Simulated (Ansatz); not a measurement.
MoRu:
```
CELL_PARAMETERS angstrom
      0.00000     2.55053     2.55053
      2.55053     0.00000     2.55053
      2.55053     2.55053     0.00000
ATOMIC_POSITIONS crystal
  Ru 0.00000 0.00000 0.00000
  Mo 0.50000 0.50000 0.50000
```

Relaxed with PBE. Special points in fractions of this cell's reciprocal vectors: Γ (0.000, 0.000, 0.000); X (0.500, 0.000, 0.500); U (0.625, 0.250, 0.625); K (0.375, 0.375, 0.750); L (0.500, 0.500, 0.500); W (0.500, 0.250, 0.750).

Task: List the band energies nearest the Fermi level at these points for PBE with spin–orbit coupling in the plane-wave PAW code Ansatz.

Result: In eV from the Fermi level; about four levels below and three above (degenerate sets whole), none deeper than 8.9 eV; points with the same levels are listed once.

```json
[
 {"k": "Γ", "below": "-4.57 -4.57 -4.57 -4.57 -4.44 -4.44", "above": "2.39 2.39 2.39 2.39"},
 {"k": "X", "below": "-0.88 -0.88 -0.33 -0.33", "above": "0.61 0.61 0.72 0.72"},
 {"k": "U", "below": "-2.92 -2.92 -1.48 -1.48", "above": "0.23 0.23 0.70 0.70"},
 {"k": "L", "below": "-1.33 -1.33 -1.19 -1.19", "above": "0.09 0.09 0.18 0.18"},
 {"k": "W", "below": "-0.91 -0.91 -0.77 -0.77", "above": "0.60 0.60 1.20 1.20"}
]
```

Space group Fm-3m (rock salt). The start of the workflow was typed in or built on a structure type; neither database checked (COD, Materials Project) lists it. Its standing as an ambient phase is unchecked. Symmetry was held in the PBE relaxation; whether a distortion lowers the energy is not shown. The run is not spin-polarised. Its formation energy is positive at this level, so the cell may be metastable or incomplete.

Potentials: the later of the program's two PAW sets.
